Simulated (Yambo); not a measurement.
Optical response of K$_{2}$NaYF$_{6}$

```xyz
10
Lattice="0.0000 4.4583 4.4583 4.4583 0.0000 4.4583 4.4583 4.4583 0.0000" Properties=species:S:1:pos:R:3 pbc="T T T"
F      2.1792     4.4583     4.4583
F      6.7374     4.4583     4.4583
F      4.4583     2.1792     4.4583
F      4.4583     6.7374     4.4583
F      4.4583     4.4583     2.1792
F      4.4583     4.4583     6.7374
Na     4.4583     4.4583     4.4583
K      6.6874     6.6874     6.6874
K      2.2291     2.2291     2.2291
Y      0.0000     0.0000     0.0000
```

Yambo, RPA with local fields on PBEsol bands; 4×4×4 mesh, 143 bands, 3 Ry local-field block, 0.2 eV broadening; field along x.

```tsv
E (eV)	Im ε	Re ε	Im ε, independent particles
0.0	0.00	1.93	0.00
0.4	0.00	1.94	0.00
0.8	0.00	1.94	0.00
1.1	0.00	1.94	0.00
1.5	0.00	1.95	0.00
1.9	0.00	1.96	0.01
2.2	0.01	1.97	0.01
2.6	0.01	1.98	0.01
3.0	0.01	2.00	0.01
3.4	0.01	2.01	0.01
3.8	0.01	2.04	0.02
4.1	0.02	2.06	0.02
4.5	0.02	2.09	0.02
4.9	0.02	2.13	0.03
5.2	0.03	2.18	0.04
5.6	0.04	2.25	0.05
6.0	0.06	2.33	0.08
6.4	0.13	2.42	0.15
6.8	0.23	2.59	0.27
7.1	0.48	2.48	0.54
7.5	0.37	2.50	0.46
7.9	0.51	2.69	0.65
8.2	0.81	2.72	1.17
8.6	0.90	2.79	2.10
9.0	1.37	2.84	2.24
9.4	1.96	2.61	1.73
9.8	2.04	1.72	1.93
10.1	1.80	1.36	1.80
10.5	1.42	1.00	1.39
10.9	0.88	1.07	0.90
11.2	0.72	1.42	0.81
11.6	0.81	1.61	0.89
12.0	1.03	1.72	1.17
12.4	1.25	1.59	2.01
12.8	1.37	1.37	1.80
13.1	1.25	1.04	1.09
13.5	1.11	0.94	0.70
13.9	0.92	0.90	0.58
14.2	0.68	0.86	0.49
14.6	0.54	0.97	0.49
15.0	0.49	1.12	0.49
15.4	0.52	1.21	0.54
15.8	0.54	1.27	0.57
16.1	0.53	1.37	0.56
16.5	0.69	1.46	0.76
16.9	0.92	1.37	1.00
17.2	0.82	1.12	0.83
17.6	0.72	1.16	0.85
18.0	0.72	1.12	0.94
18.4	0.74	1.11	1.02
18.8	0.68	1.08	0.96
19.1	0.60	1.03	1.02
19.5	0.56	1.15	1.32
19.9	0.68	1.22	1.76
```

Structure narrower than a few tenths of an eV can come from the finite k mesh. Convergence of the RPA response with its 4×4×4 mesh was not tested. No excitonic effects at this level.

Geometry of the Materials Project entry, not relaxed at this level.

The structure is a Materials Project entry; no match was found in the copy of COD used, and its stability was not checked.
